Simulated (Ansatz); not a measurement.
# Ansatz 0.2.0, settings compared: Cs

Input:

```yaml
crystal:
  lattice:
    - [-3.041214, 3.041214, 3.041214]
    - [3.041214, -3.041214, 3.041214]
    - [3.041214, 3.041214, -3.041214]
  atoms:
    - { symbol: Cs, position: [0.0, 0.0, 0.0] }
  symmetry: { tolerance: 0.0003 }
kpoints:
  mp_grid: { grid: [4, 4, 4], shift: [0, 0, 0] }
magnetization:
  spin_polarized: false
scf:
  occupations: { method: fermi_dirac, width: 0.0586 }
hamiltonian:
  pseudopotentials: { kind: paw }
  xc: pbe
basis:
  ecutwfc: 420
output:
  forces: true
  stress: true
  eigenvalues: true
  write_density: true
  write_potential: true
  elf: true
  volumetric_format: npy
relax:
  max_steps: 40
  cell: {}
```

Run with:

```bash
ansatz run input.yaml --threads 1 --pin off --max-ram 2560MiB --backend cpu --events-out ev --progress --plain --runs-dir out
```

Origin of the cell: a database entry, scaled a little.

Output of this run (shortened):

```
Pseudopotentials: kind: paw
Pseudopotential: Cs, paw, valence charge 9, recommended cutoff 420 eV (normal), Cs.paw.azcp
Functional definition: PBE
  exchange = pbe_x(kappa = kappa, mu = beta*pi^2/3)
  correlation = pbe_c(beta = beta)
Crystal: 1 atoms, lattice volume = 112.513 Å³
Basis set: ecut = 420 eV, 2171 PW (Γ), exchange–correlation on 72×72×72 points (8 copies of the dense FFT grid, shifted against one another)
Bands: 9, of which v1, the nominal top of the filled ones, is band 5 counted from 1 (4 counted from 0)
Symmetry: 48 space group operations
Space group: Im-3m (ITA 229), of the structure as read, at distance tolerance 1.4e-3 Å
k-points: 8 of 64
Initial density: superposition of atomic densities (neutral atoms: chi_scale 0, normalization atom), corrected by the library's trained network
Functional: x = pbe(κ = 0.804, μ = 0.219515), c = pbe(β = 0.066725)
SCF iter   1: F=—  HF=-5670.731640 eV  Δρ=2.86e-4  dr2=9.63e-5
SCF iter   2: F=—  HF=-5670.731881 eV  Δρ=1.45e-4  dr2=3.45e-5
SCF iter   3: F=—  HF=-5670.731900 eV  Δρ=5.41e-5  dr2=7.20e-6
SCF iter   4: F=—  HF=-5670.731897 eV  Δρ=1.87e-5  dr2=9.63e-7
SCF iter   5: F=-5670.731897 eV  HF=-5670.731897 eV  Δρ=2.02e-6  dr2=1.02e-8
SCF iter   6: F=-5670.731897 eV  HF=-5670.731897 eV  Δρ=4.30e-7  dr2=9.45e-11
relax step   1: F+E_penalty+E_count = -5670.731897 eV  Δ(F+E_penalty+E_count) = +0.000e0 eV  max|allowed force component| = 0.000e0 eV/Å  Δτ_max = 0.0000 Å  P = +0.102 GPa  Ω = 112.513 Å³  (6 […]
relax step   2: F+E_penalty+E_count = -5670.732141 eV  Δ(F+E_penalty+E_count) = -2.436e-4 eV  max|allowed force component| = 0.000e0 eV/Å  Δτ_max = 0.0000 Å  P = +0.095 GPa  Ω = 112.910 Å³  e […]
relax step   3: F+E_penalty+E_count = -5670.733848 eV  Δ(F+E_penalty+E_count) = -1.707e-3 eV  max|allowed force component| = 0.000e0 eV/Å  Δτ_max = 0.0000 Å  P = +0.004 GPa  Ω = 118.601 Å³  e […]
relax step   4: F+E_penalty+E_count = -5670.733852 eV  Δ(F+E_penalty+E_count) = -4.584e-6 eV  max|allowed force component| = 0.000e0 eV/Å  Δτ_max = 0.0000 Å  P = +0.004 GPa  Ω = 118.601 Å³  stress off target by 4.15e-3 GPa […]
SCF 4 converged in 3 iterations: F = -5670.733852 eV  dr2 = 3.91e-12
basis re-selected at this cell: Δ(F+E_penalty+E_count) = -4.584e-6 eV, ΔP = +0.000 GPa vs the last step (what re-selecting the basis moved, of the pressure what is left beyond the Pulay corre […]
SCF converged after 3 iterations
Free energy (F): -5670.733852 eV
Harris-Foulkes:  -5670.733852 eV  (|F-HF|=4.55e-12)
Internal energy: -5670.696506 eV  (E = F + TS)
E sigma→0 (E₀):  -5670.715179 eV
Entropy (-TS):   -0.037346 eV (-37.346 meV/atom)
Fermi energy:    2.107765 eV
--- Per-component energies (eV) ---
  E_band       = -93.354416
  E_kinetic    = 140.764271
  E_local      = -399.415550  (includes V_loc(G=0)·N_el)
  E_nonlocal   = 30.198788
  E_hartree    = 140.197672
  E_xc         = -172.836658
  E_vxc        = -124.488627  (∫ρ·V_xc dr)
  E_paw        = -5066.749891  (= ΣΔE_a)
  E_vpaw       = -20.808619  (= ΣTr[D̂ρ^β])
  E_aug_tail   = -0.000001  (compensation charges beyond the density's cutoff)
  E_ewald      = -342.855136
  E_smearing   = -0.037346  (= −TS)
  Σ components = -5670.733852   (vs F -5670.733852, Δ=0.00e0)
--- Forces (eV/Å), atoms counted from 1 ---
  atom   1  Cs     0.000000    -0.000000     0.000000
  max |Σ_I F_I| component: 0.0 eV/Å
--- Stress (GPa, compression-positive) ---
        0.004154       0.000000       0.000000
        0.000000       0.004154      -0.000000
       -0.000000       0.000000       0.004154
  P = ⅓ Tr σ = 0.0042 GPa (0.042 kbar)
--- Relaxed structure (3 steps of the walk, 3 accepted, 1 SCFs on fresh bases) ---
  F+E_penalty+E_count = -5670.733852 eV   max|allowed force component| = 0.000e0 eV/Å   (the final SCF, on the basis selected at the relaxed cell)
  cell:  # Å, volume = 118.6010 Å³
    - [-3.095110, 3.095110, 3.095110]
    - [3.095110, -3.095110, 3.095110]
    - [3.095110, 3.095110, -3.095110]
  atoms:
    - { symbol: Cs, position: [0.0, 0.0, 0.0] }
```

The same input was run again with these changes:

1. `accuracy` default → low; `scf.occupations.width` 0.0586 → default; `scf.occupations.method` fermi_dirac → tetrahedron_uncorrected
2. `hamiltonian.xc` pbe → hse06; `basis.ecutwfc` 420 → "14.7 Ry"; `scf.occupations.width` 0.0586 → default; `scf.occupations.method` fermi_dirac → tetrahedron
3. `scf.eigensolver.kind` default → davidson; `scf.convergence.dr2_threshold` default → 1.0e-08
4. `crystal.symmetry` misspelt as Symmetry; `scf.max_iter` default → 80

```json
{"run": "base", "end": "converged", "SCF iterations": "15", "volume (Å³/atom)": "118.60", "max force component (eV/Å)": "0.000", "moment (μB)": "–", "ΔE(σ→0) (meV/atom)": "0"}
{"run": "1", "end": "converged", "SCF iterations": "19", "volume (Å³/atom)": "117.59", "max force component (eV/Å)": "0.000", "moment (μB)": "–", "ΔE(σ→0) (meV/atom)": "65.80"}
{"run": "2", "end": "input refused", "SCF iterations": "0", "volume (Å³/atom)": "–", "max force component (eV/Å)": "–", "moment (μB)": "–", "ΔE(σ→0) (meV/atom)": "–"}
{"run": "3", "end": "converged", "SCF iterations": "15", "volume (Å³/atom)": "118.62", "max force component (eV/Å)": "0.000", "moment (μB)": "–", "ΔE(σ→0) (meV/atom)": "0.00"}
{"run": "4", "end": "input refused", "SCF iterations": "0", "volume (Å³/atom)": "–", "max force component (eV/Å)": "–", "moment (μB)": "–", "ΔE(σ→0) (meV/atom)": "–"}
```

Energies are compared only where functional, datasets, charge and starting cell are the same.

Not properties of the system: run 1 (too coarse or loose: `accuracy` = low).

Caveats of the base run: no moments, though an odd count or open d shells may carry them; the k mesh is coarse if the cell is a metal; the relaxation held the start's symmetry, so the end may be a saddle point.

Run 1: forces and stress under tetrahedra may miss the slope of the energy.

The base run took 1.7 s of wall time on 1 CPU thread(s) of a shared host, from the program's own first density.
